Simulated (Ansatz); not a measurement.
**Elastic constants of CdPt (P4/mmm), step by step**

```
CELL_PARAMETERS angstrom
2.94664 0.00000 0.00000
0.00000 2.94664 0.00000
0.00000 0.00000 3.83036
ATOMIC_POSITIONS crystal
Cd 0.00000 0.00000 0.00000
Pt 0.50000 0.50000 0.50000
```

Conventional cell: a = 2.947 Å, b = 2.947 Å, c = 3.830 Å, α = 90.00°, β = 90.00°, γ = 90.00°. Cd (atom 1) is surrounded by 8 Pt at 2.83 Å and 4 Cd at 2.95 Å. Pt (atom 2) has 8 Cd at 2.83 Å and 4 Pt at 2.95 Å as nearest neighbours.

Computed, not measured; unless marked otherwise by PBEsol, PAW on Ansatz 0.2.0's default frozen-core files (fitted under PBE), scalar-relativistic. k mesh 16×16×12, Fermi-Dirac smearing of 0.050 eV, cutoff 420 eV. The cell was relaxed by PAW under this functional. The structure is one entry of a database and needn't be the stable phase.

The cell is tetragonal and carries a residual pressure of 0.01 GPa at this level. Each strain component that symmetry leaves independent is applied at ±0.005, the ions relax wherever a strain frees them, and the stress (tension positive, GPa) is read. Shears are engineering strains, γ = 2ε.

| strain | size | σxx | σyy | σzz | σyz | σxz | σxy |
| --- | --- | --- | --- | --- | --- | --- | --- |
| xx | -0.005 | -1.3053 | -0.5092 | -0.7726 | 0.0000 | 0.0000 | 0.0000 |
| xx | +0.005 | 1.2277 | 0.4856 | 0.7260 | 0.0000 | 0.0000 | 0.0000 |
| zz | -0.005 | -0.7675 | -0.7675 | -1.0892 | 0.0000 | 0.0000 | 0.0000 |
| zz | +0.005 | 0.7314 | 0.7314 | 1.0323 | 0.0000 | 0.0000 | 0.0000 |
| yz | -0.005 | -0.0115 | -0.0092 | -0.0195 | -0.3853 | 0.0000 | 0.0000 |
| yz | +0.005 | -0.0115 | -0.0092 | -0.0195 | 0.3853 | 0.0000 | 0.0000 |
| xy | -0.005 | -0.0078 | -0.0078 | -0.0161 | 0.0000 | 0.0000 | -0.2324 |
| xy | +0.005 | -0.0078 | -0.0078 | -0.0161 | 0.0000 | 0.0000 | 0.2324 |

A central difference gives one constant, for example C11 ≈ (1.2277 − (-1.3053))/(0.01) = 253.3 GPa; the program then imposes the crystal's symmetry on the whole matrix.

Task: What are the independent elastic constants?

Result: C11 = 253.3, C12 = 99.5, C13 = 149.9, C33 = 212.2, C44 = 77.1, C66 = 46.5 GPa.

Task: Is the crystal stable against homogeneous strain?

Result: The least eigenvalue of the 6×6 matrix is 46.5 GPa, so yes.

Task: What moduli does a random aggregate of grains have?

Result: Voigt and Reuss bounds: B from 168.5 to 168.6 and G from 53.0 to 61.4 GPa; their means are B = 168.5 and G = 57.2 GPa. Then E = 9BG/(3B + G) = 154.2 GPa, ν = (3B − 2G)/(6B + 2G) = 0.347 and B/G = 2.94, on the ductile side of Pugh's 1.75 (a rule of thumb).

Task: With the density of 15.353 g/cm³, how fast does sound travel, and what Debye temperature follows?

Result: 

| direction | slow (m/s) | middle (m/s) | fast (m/s) |
| --- | --- | --- | --- |
| x | 1740 | 2240 | 4062 |
| y | 1740 | 2240 | 4062 |
| z | 2240 | 2240 | 3717 |

The mean of v⁻³ over directions and branches gives v_m = 2157 m/s and θ_D = (ħ/k_B) v_m (6π²n)^(1/3) = 252 K, n being atoms per volume. Young's modulus spans 85 to 200 GPa over directions, and the universal anisotropy index is 0.79.

Task: How do the constants change if the ions are clamped to the homogeneous strain?

Result: None moves by more than 0.3 GPa: by symmetry a homogeneous strain puts no force on these sites.

Task: What happens at 30 GPa (cell relaxed there)?

Result: The volume falls to 0.8810 of its value, and C11 = 461.9, C12 = 198.0, C13 = 288.9, C33 = 380.5, C44 = 140.8, C66 = 75.1 GPa (slopes of the stress), in this structure whether or not another phase takes over.

Limits of these numbers: frozen-core PAW files fitted under PBE, their cores solved anew for the functional of the run; responses of metals move with mesh and smearing; no spin-orbit coupling on heavy atoms.
